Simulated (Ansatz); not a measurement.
# Run on GdRh (Pm-3m) — volume scaled by 0.8

Theory: DFT, r2SCAN, all-electron PAW with datasets made for the crystal, scalar-relativistic in Ansatz 0.2.0.

Command: `ansatz run input.yaml --threads 1 --pin off --max-ram 3072MiB --backend cpu --events-out ev --progress --plain --runs-dir out`

```yaml
crystal:
  lattice:
    - [3.1887715287, 0.0, 0.0]
    - [0.0, 3.1887715287, 0.0]
    - [0.0, 0.0, 3.1887715287]
  atoms:
    - { symbol: Gd, position: [0.0, 0.0, 0.0], spin: 7.0 }
    - { symbol: Rh, position: [0.5, 0.5, 0.5] }
magnetization:
  spin_polarized: true
kpoints:
  mp_grid: { grid: [8, 8, 8] }
scf:
  occupations: { method: fermi_dirac, width: 0.03 }
hamiltonian:
  xc: r2scan
  pseudopotentials: { kind: all_electron, datasets: crystal }
output:
  forces: true
  stress: true
  eigenvalues: false
```

The program prints:

```
settings of this run that can trade accuracy for cost: output.eigenvalues: false. Do not mix this run's numbers with those of runs without the same settings; the input reference describes each key
hamiltonian.pseudopotentials.datasets: crystal makes datasets for this crystal and solves the spheres of its atoms anew in each pass: cutoff 300.0 eV, the density's 2100.0 eV; for an error of 0.50 meV an atom under PBE, 1.0 meV for the cell; an energy difference from a run of another recipe may be off by several times the error for the cell, under r2SCAN by more, where some 0.1 meV an atom stays a …
band count auto-derived: 28 (N_el = 35.0; filled up to band 18; 26 by the electrons, moments and atoms)
Engine: ansatz 0.2.0
Pseudopotentials: kind: all_electron
Pseudopotential: Gd, paw, valence charge 18, recommended cutoff 300 eV (normal), crystal/all_electron/r2scan/scalar/gaussian/Gd, Koelling and Harmon's equation, gaussian nucleus
Pseudopotential: Rh, paw, valence charge 17, recommended cutoff 300 eV (normal), crystal/all_electron/r2scan/scalar/gaussian/Rh, Koelling and Harmon's equation, gaussian nucleus
Functional definition: r2SCAN
  parameter k0 = 0.174
  parameter k1 = 0.065
  parameter a1 = 4.9479
  exchange = r2scan_x(k0 = k0, k1 = k1, a1 = a1)
  correlation = r2scan_c
a search for the magnetic state begins, with frozen cores and fixed partial waves. It gives no result and prints no iterations
the search for the magnetic state of this step took 17 SCF iterations with frozen cores. It stayed in its first state, in which the spheres begin
Crystal: 2 atoms, lattice volume = 32.424 Å³
Basis set: ecut = 300 eV, 389 PW (Γ), exchange–correlation on 72×72×72 points (27 copies of the dense FFT grid, shifted against one another)
Bands: 28, of which v1, the nominal top of the filled ones, is band 18 counted from 1 (17 counted from 0)
Symmetry: 48 space group operations
Space group: Pm-3m (ITA 221), of the structure as read, at distance tolerance 3.2e-5 Å
Magnetic group: BNS 221.92 (UNI 1594), of the structure as read, at distance tolerance 3.2e-5 Å
k-points: 35 of 512
Non-local potential: Gd, projectors of the file, l = 0: 2, l = 1: 2, l = 2: 1, l = 3: 2
Non-local potential: Rh, projectors of the file, l = 0: 2, l = 1: 2, l = 2: 2
PAW form: soft (Blöchl's): semilocal exchange-correlation on the pseudo side does not see the compensation charge
PAW one-centre angular grid: Gd, 2702 points (default); XC on its mesh's 1837 points in the sphere
PAW one-centre angular grid: Rh, 590 points (default); XC on its mesh's 1879 points in the sphere
Initial density: read from a saved state, or passed on in memory by an earlier SCF of this step, an earlier step, the calling program or the single point that the run made first
Starting moments: Σ|m| = 7 μB on 1 of 2 sites; this step starts from the density that it was given
Initial wavefunctions: pseudopotential atomic-orbital guess
Functional: x = r2scan, c = r2scan; τ floored in thin density (d = 2e-4 eV/Å³)
iter 1 solved again at ethr=3.35e-5 eV; its pass at ethr=1.00e-1 eV (dr2=1.17e-2 eV) is discarded
SCF iter   1: F=—  HF=-436935.151595 eV  |F-HF|=—  |Δ(HF+E_count)|=         —  Δρ=5.88e-3 (↑5.88e-3 ↓4.26e-3)  dr2=9.80e-3  dr2_τ=2.36e-4  dr2_m=7.60e-4  M=7.046 μB ∫|m|=7.497 μB  β_m=1.20  ethr=3.35e-5  ⟨swp⟩=4.3  Hψ=11859  notcnv=0
preconditioner: auto → none  [metal: Δε(μ)=0.072 eV  Ē_g=13.254 eV  σ=0.030 eV  W_gap=0.43  n_scr=6 (ndim 8)  ℏωp=32.6 eV  f_vac=0.000  D(μ)=1.67/eV (n_scr^D=18)]
SCF iter   2: F=—  HF=-436935.159963 eV  |F-HF|=—  |Δ(HF+E_count)|=   8.37e-3  Δρ=4.22e-3 (↑4.22e-3 ↓3.88e-3)  dr2=9.97e-3  dr2_τ=1.57e-5  dr2_m=2.07e-5  M=7.047 μB ∫|m|=7.496 μB  β_m=1.20  ethr=2.80e-5  ⟨swp⟩=3.0  Hψ=3968  notcnv=0  κ⁻¹=1.0e0(r=1)
SCF iter   3: F=—  HF=-436935.171557 eV  |F-HF|=—  |Δ(HF+E_count)|=   1.16e-2  Δρ=3.57e-3 (↑3.57e-3 ↓2.80e-3)  dr2=1.82e-2  dr2_τ=1.70e-4  dr2_m=1.60e-4  M=7.045 μB ∫|m|=7.505 μB  β_m=1.20  ethr=2.80e-5  ⟨swp⟩=3.0  Hψ=4322  notcnv=0  κ⁻¹=4.5e-3(r=2)
SCF iter   4: F=—  HF=-436935.171592 eV  |F-HF|=—  |Δ(HF+E_count)|=   3.55e-5  Δρ=2.76e-3 (↑2.76e-3 ↓2.18e-3)  dr2=1.21e-2  dr2_τ=1.30e-4  dr2_m=5.79e-5  M=7.044 μB ∫|m|=7.497 μB  β_m=1.20  ethr=2.80e-5  ⟨swp⟩=3.0  Hψ=4374  notcnv=0  κ⁻¹=2.3e-3(r=3)
iter 5 solved again at ethr=5.56e-7 eV; its pass at ethr=2.80e-5 eV (dr2=1.95e-4 eV) is discarded
SCF iter   5: F=—  HF=-436935.175870 eV  |F-HF|=—  |Δ(HF+E_count)|=   4.28e-3  Δρ=4.95e-4 (↑4.95e-4 ↓4.41e-4)  dr2=1.90e-4  dr2_τ=1.71e-5  dr2_m=1.48e-5  M=7.044 μB ∫|m|=7.501 μB  β_m=1.20  ethr=5.56e-7  ⟨swp⟩=2.5  Hψ=7858  notcnv=0  κ⁻¹=2.3e-3(r=3)
SCF iter   6: F=—  HF=-436935.175938 eV  |F-HF|=—  |Δ(HF+E_count)|=   6.84e-5  Δρ=2.31e-4 (↑2.31e-4 ↓2.09e-4)  dr2=2.14e-5  dr2_τ=1.77e-7  dr2_m=1.06e-6  M=7.044 μB ∫|m|=7.503 μB  β_m=1.20  ethr=5.43e-7  ⟨swp⟩=2.3  Hψ=3244  notcnv=0  κ⁻¹=8.9e-6(r=4)
SCF iter   7: F=—  HF=-436935.175937 eV  |F-HF|=—  |Δ(HF+E_count)|=   1.10e-6  Δρ=1.25e-4 (↑1.25e-4 ↓9.98e-5)  dr2=8.76e-6  dr2_τ=8.64e-8  dr2_m=4.52e-7  M=7.043 μB ∫|m|=7.505 μB  β_m=1.20  ethr=6.12e-8  ⟨swp⟩=3.0  Hψ=4529  notcnv=0  κ⁻¹=8.9e-6(r=4)
SCF iter   8: F=—  HF=-436935.175942 eV  |F-HF|=—  |Δ(HF+E_count)|=   5.15e-6  Δρ=8.81e-5 (↑8.81e-5 ↓6.72e-5)  dr2=3.79e-6  dr2_τ=3.28e-8  dr2_m=2.20e-7  M=7.042 μB ∫|m|=7.506 μB  β_m=1.20  ethr=2.50e-8  ⟨swp⟩=2.0  Hψ=3207  notcnv=0  κ⁻¹=2.1e-7(r=5)
SCF iter   9: F=—  HF=-436935.175945 eV  |F-HF|=—  |Δ(HF+E_count)|=   2.48e-6  Δρ=3.24e-5 (↑3.24e-5 ↓1.97e-5)  dr2=3.51e-7  dr2_τ=2.88e-9  dr2_m=1.22e-7  M=7.041 μB ∫|m|=7.507 μB  β_m=1.20  ethr=1.08e-8  ⟨swp⟩=2.8  Hψ=3343  notcnv=0  κ⁻¹=3.5e-8(r=6)
SCF iter  10: F=—  HF=-436935.175947 eV  |F-HF|=—  |Δ(HF+E_count)|=   1.83e-6  Δρ=1.17e-5 (↑1.17e-5 ↓1.04e-5)  dr2=3.59e-9  dr2_τ=7.34e-10  dr2_m=3.43e-8  M=7.041 μB ∫|m|=7.507 μB  β_m=1.20  ethr=1.00e-9  ⟨swp⟩=3.1  Hψ=3529  notcnv=0  κ⁻¹=2.2e-9(r=7)
SCF iter  11: F=—  HF=-436935.175948 eV  |F-HF|=—  |Δ(HF+E_count)|=   1.50e-6  Δρ=9.45e-6 (↑7.82e-6 ↓9.45e-6)  dr2=2.09e-8  dr2_τ=2.69e-10  dr2_m=1.13e-8  M=7.039 μB ∫|m|=7.508 μB  β_m=1.20  ethr=1.03e-11  ⟨swp⟩=4.7  Hψ=5384  notcnv=0  κ⁻¹=1.0e-9(r=8)
SCF iter  12: F=—  HF=-436935.175949 eV  |F-HF|=—  |Δ(HF+E_count)|=   5.78e-7  Δρ=7.46e-6 (↑7.44e-6 ↓7.46e-6)  dr2=1.11e-8  dr2_τ=1.66e-10  dr2_m=1.40e-9  M=7.039 μB ∫|m|=7.509 μB  β_m=1.20  ethr=1.03e-11  ⟨swp⟩=4.4  Hψ=5018  notcnv=0  κ⁻¹=9.9e-10(r=8)
SCF iter  13: F=—  HF=-436935.175949 eV  |F-HF|=—  |Δ(HF+E_count)|=   1.33e-7  Δρ=5.26e-6 (↑5.26e-6 ↓4.40e-6)  dr2=1.26e-8  dr2_τ=5.79e-11  dr2_m=1.35e-9  M=7.038 μB ∫|m|=7.509 μB  β_m=1.20  ethr=1.03e-11  ⟨swp⟩=3.9  Hψ=4658  notcnv=0  κ⁻¹=1.7e-7(r=8)
SCF iter  14: F=-436935.175949 eV  HF=-436935.175949 eV  |F-HF|=6.98e-10  |Δ(HF+E_count)|=   8.96e-9  Δρ=1.09e-6 (↑1.09e-6 ↓8.57e-7)  dr2=5.06e-10  dr2_τ=1.11e-11  dr2_m=1.01e-10  M=7.038 μB ∫|m|=7.509 μB  ethr=1.03e-11  ⟨swp⟩=3.7  Hψ=4470  notcnv=0
SCF 1 converged in 14 iterations: F = -436935.175948 eV  dr2 = 5.06e-10
  Residual-converged pass: ⟨swp⟩=1.5  Hψ=2027  notcnv=0  max |occ|·‖R‖ = 5.2e-6 eV (tolerance 5.3e-6 eV)  dr2=5.03e-10  dr2_τ=1.11e-11  dr2_m=1.01e-10  dr2_onsite=2.74e-8  max |Δocc| = 3.2e-12
  greatest PAW one-centre occupation: 1.001 electrons in one spin orbital (limit 2), on the Gd atom at site 0 (counted from 0), in its partial waves of l = 0
this state was not tested for a lower state beside it, because the mixer in use, unlike msr1, does not test its closes by its own steps (another_mixer; see scf.mixing.algorithm and scf.lower_state_search)
SCF converged after 14 iterations
Magnetization: 7.0382 μB (21.0191 up, 13.9809 down)
Absolute magnetization: 7.5092 μB (∫|ρ↑−ρ↓|)
Spin contamination: 0.1686 ħ² per cell (⟨S²⟩ above its minimum at these occupations)
Per-site moments (μB) at R_I (Å): [(7.0288677734232365, 1.13914232467148), (-0.231159718666947, 1.13914232467148)]
Free energy (F): -436935.175948 eV
Harris-Foulkes:  -436935.175948 eV  (|F-HF|=6.98e-10)
Internal energy: -436935.171290 eV  (E = F + TS)
E sigma→0 (E₀):  -436935.173619 eV
Entropy (-TS):   -0.004658 eV (-2.329 meV/atom)
Past the cutoff: the bands carry plane waves up to 2.50 times it, of which those up to 1.5 times it add -0.001253 eV an atom, each by itself; the spheres take 0.000908 eV an atom off the energy for waves past 2.50 times it
Past the cutoffs: a stress includes 0.0138 GPa for waves and charges beyond them, in addition to the slope of what the spheres take
In the spheres:  the bands' charges fall short by 8.2e-7 e at most (sound up to 1e-3)
Fermi energy:    25.834901 eV
--- Per-component energies (eV) ---
  E_band       = 161.960332
  E_kinetic    = 456.300449
  E_local      = -2053.554733  (includes V_loc(G=0)·N_el)
  E_nonlocal   = 195.824448
  E_hartree    = 1162.741685
  E_xc         = -172.726952
  E_vxc        = -254.031888  (∫ρ·V_xc dr)
  E_paw        = -440775.518300  (= ΣΔE_a)
  E_vpaw       = -9813.264676  (= ΣTr[D̂ρ^β])
  E_vtau       = 18.288748  (kinetic-family band-sum trace: ∫τ·v_τ [+ j·A + Jᵃ·Aᵃ] dr)
  E_ewald      = -5035.152682
  E_smearing   = -0.004658  (= −TS)
  E_closure    = 9286.914793  (closes the sum)
  Σ components = -436935.175948   (vs F -436935.175948, Δ=0.00e0)
  The terms above E_closure are by the made datasets' own strengths, without shells solved beside the bands.
--- Forces (eV/Å), atoms counted from 1 ---
  atom   1  Gd    -0.00000000    -0.00000000     0.00000000
  atom   2  Rh    -0.00000000    -0.00000000    -0.00000000
  max |Σ_I F_I| component: 8.41e-30 eV/Å
--- Stress (GPa, compression-positive) ---
       42.232235       0.000000       0.000000
        0.000000      42.232235       0.000000
        0.000000       0.000000      42.232235
  P = ⅓ Tr σ = 42.2322 GPa (422.322 kbar)
settings of this run that can trade accuracy for cost: output.eigenvalues: false. Do not mix this run's numbers with those of runs without the same settings; the input reference describes each key
```

Site moments (μB): Gd1 7.03, Rh2 -0.23. Cell moment 7.04 μB.

The magnetic group in the log treats spin as a scalar label, without spin–orbit coupling.

Without U a semilocal functional puts the f levels too near the Fermi level, which can change moments and the order of magnetic states; site and cell moments are spin moments. Spin–orbit coupling is left out although heavy atoms are present. In at least one run the program's final test of stability wasn't made or came to no verdict. With open f shells a run can end in a state that isn't the lowest. r²SCAN is known to give itinerant transition metals moments and polarisation energies that are too large. None of this fixes the real material's magnetic order: only patterns that fit the cell were computed, at zero temperature, with a functional that can overstate moments.

It took 16 s on 1 thread of AMD EPYC 9R45 96-Core Processor (Zen 5), on a shared host, peak memory 1.1 GiB.
